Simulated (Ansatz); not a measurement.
input.yaml

```yaml
crystal:
  lattice:
    - [4.0097041046, 0.0, 0.0]
    - [-2.0048520523, 3.4725056162, 0.0]
    - [0.0, 0.0, 6.4598562002]
  atoms:
    - { symbol: Mn, position: [0.3333333333, 0.6666666667, 0.0027944063], spin: 4.49 }
    - { symbol: Mn, position: [0.6666666667, 0.3333333333, 0.5027944063], spin: 4.49 }
    - { symbol: S, position: [0.3333333333, 0.6666666667, 0.3822055937], spin: 0.14 }
    - { symbol: S, position: [0.6666666667, 0.3333333333, 0.8822055937], spin: 0.14 }
basis:
  ecutwfc: 420
kpoints:
  mp_grid: { grid: [12, 12, 8] }
hamiltonian:
  xc: pbesol
scf:
  occupations: { method: gaussian, width: 0.1 }
output:
  forces: true
  stress: true
  eigenvalues: true
  populations: true
magnetization:
  spin_polarized: true
relax:
  adjacent_minimum: "off"
  f_tol: 0.01
  max_steps: 30
  cell: { stress_tol: 0.1, fix: [volume] }
```

Run as
```bash
ansatz run input.yaml --threads 1 --pin off --max-ram 2560MiB --backend cpu --events-out ev --progress --plain --runs-dir out
```

Computed with Ansatz, DFT PBEsol, scalar-relativistic, plane waves, PAW.

Abridged output (final results; tables in files aren't shown):

```
SCF 2 converged in 5 iterations: F = -9508.610098 eV  dr2 = 2.98e-11
WARN: an SCF from ferrimagnetic starting moments (-4.49, 4.49, 0.14, 0.14 Bohr magnetons, atom by atom) was not made, by what the run has read of turns of its moments that order reads lower: the deck asks for what bars it, or types moments that do (magnetization.spin_polarized, in the input reference, names some of the keys), or the run goes by scf.lower_state_search: light, the default, which as a rule tries one only behind a close that has lost an order of both signs, or on which an open d or half-filled 4f shell of a PAW file has lost a moment that was set nearer to Hund's than to what is left; or, under a Hubbard U, one that names an f shell that the input leaves bare beside given moment ...
SCF converged after 5 iterations
Magnetization: 9.9588 μB (25.9794 up, 16.0206 down)
Absolute magnetization: 9.9588 μB (∫|ρ↑−ρ↓|, with the PAW one-centre terms)
Spin contamination: 0.0250 ħ² per cell (⟨S²⟩ above its minimum at these occupations)
Per-site moments (μB) at R_I (Å): [(4.20056188, 1.00755285), (4.20056188, 1.00755285), (0.13035524, 1.00755285), (0.13035524, 1.00755285)]
Free energy (F): -9508.610098 eV
Harris-Foulkes:  -9508.610098 eV  (|F-HF|=1.82e-12)
Internal energy: -9508.606654 eV  (E = F + TS)
E sigma→0 (E₀):  -9508.608376 eV
Entropy (-TS):   -0.003445 eV (-0.861 meV/atom)
Fermi energy:    7.158530 eV
--- Per-component energies (eV) ---
  E_band       = -725.879551
  E_kinetic    = 808.864496
  E_local      = -5645.234565  (includes V_loc(G=0)·N_el)
  E_nonlocal   = 563.164206
  E_hartree    = 2312.717423
  E_xc         = -410.887700
  E_vxc        = -455.483580  (∫ρ·V_xc dr)
  E_paw        = -3721.147936  (= ΣΔE_a)
  E_vpaw       = -622.624528  (= ΣTr[D̂ρ^β])
  E_aug_tail   = -0.000016  (compensation charges beyond the density's cutoff)
  E_ewald      = -3416.545761
  E_core_change = 0.463199  (= ΣΔE_core)
  E_smearing   = -0.003445  (= −TS)
--- Forces (eV/Å), atoms counted from 1 ---
  atom   1  Mn     0.00000000     0.00000000     0.00562739
  atom   2  Mn     0.00000000     0.00000000     0.00562739
  atom   3  S      0.00000000     0.00000000    -0.00562744
  atom   4  S      0.00000000     0.00000000    -0.00562744
--- Stress (GPa, compression-positive) ---
       -2.801736       0.000000       0.000000
        0.000000      -2.801736       0.000000
        0.000000       0.000000      -2.843868
  P = ⅓ Tr σ = -2.8158 GPa (-28.158 kbar)
--- Band table (eV; the first three rows and the last of 190) ---
  k-point 0 ↑: bands = ["-74.6252", "-74.6250", "-43.4970", "-43.4970", "-43.4965", "-43.4965", "-43.4962", "-43.4932", "-6.7058", "-6.0150", "1.4123", "2.2999", "2.2999", "2.3606", "2.4291", "2.4291", "3.8002", "3.8002", "4.0474", "4.0474", "4.2506", "6.3166", "6.3166", "7.1412", "7.2817", "7.2817", "7.9125", "9.5561", "12.6426", "12.6426", "13.0842"]
  k-point 1 ↑: bands = ["-74.6251", "-74.6250", "-43.4970", "-43.4970", "-43.4965", "-43.4965", "-43.4961", "-43.4933", "-6.6821", "-6.0443", "1.4374", "2.3021", "2.3021", "2.3130", "2.4212", "2.4212", "3.8127", "3.8127", "4.0419", "4.0419", "4.3411", "6.3496", "6.3496", "6.8528", "7.2412", "7.2412", "8.2367", "9.5655", "12.6530", "12.6530", "12.9257"]
  k-point 2 ↑: bands = ["-74.6251", "-74.6250", "-43.4969", "-43.4969", "-43.4966", "-43.4966", "-43.4958", "-43.4936", "-6.6136", "-6.1263", "1.5139", "2.1831", "2.3094", "2.3094", "2.4000", "2.4000", "3.8472", "3.8472", "4.0240", "4.0240", "4.5964", "6.3854", "6.4451", "6.4451", "7.1276", "7.1276", "8.7726", "9.5884", "12.6053", "12.6968", "12.6968"]
  k-point 94 ↓: bands = ["-69.9589", "-69.9589", "-38.9110", "-38.9110", "-38.9101", "-38.9101", "-38.9048", "-38.9048", "-5.5888", "-5.5888", "2.4164", "2.4164", "3.0162", "3.0162", "4.1153", "4.1153", "7.4576", "7.4576", "8.0308", "8.0308", "8.3523", "8.3523", "8.4514", "8.4514", "8.9477", "8.9477", "12.5728", "12.5728", "13.3611", "13.3611", "14.2800"]
--- Relaxed structure (1 steps of the walk, 1 accepted, 1 SCFs on fresh bases) ---
  F+E_penalty+E_count = -9508.61009811 eV   max|allowed force component| = 5.627e-3 eV/Å   (the final SCF, on the basis selected at the relaxed cell)
  cell:  # Å, volume = 89.9452 Å³
    - [4.00970410, 0.0, 0.0]
    - [-2.00485205, 3.47250561, 0.0]
    - [0.0, 0.0, 6.4598562002]
  atoms:
    - { symbol: Mn, position: [0.33333333, 0.66666666, 0.0027944063] }
    - { symbol: Mn, position: [0.66666666, 0.33333333, 0.50279440] }
    - { symbol: S, position: [0.33333333, 0.66666666, 0.38220559] }
    - { symbol: S, position: [0.66666666, 0.33333333, 0.88220559] }
--- Löwdin populations: 4 sites ---
  site symbol q [e]    m [muB]
     0     Mn     13.9482     4.5917
     1     Mn     13.9482     4.5917
     2      S      6.8890     0.2897
     3      S      6.8890     0.2897
  spilling = 0.007754 (of n_electrons = 42.000000)
```

The relaxation met its thresholds.

Time: 3.5 min on 1 thread of Intel(R) Xeon(R) Processor @ 2.50GHz (Skylake/Cascade Lake), with other jobs on the host, peak memory 0.67 GiB.

The state reached may not be the lowest one. The program reads another magnetic order as possibly lower. Moments started parallel, and an antiferromagnetic order may lie lower.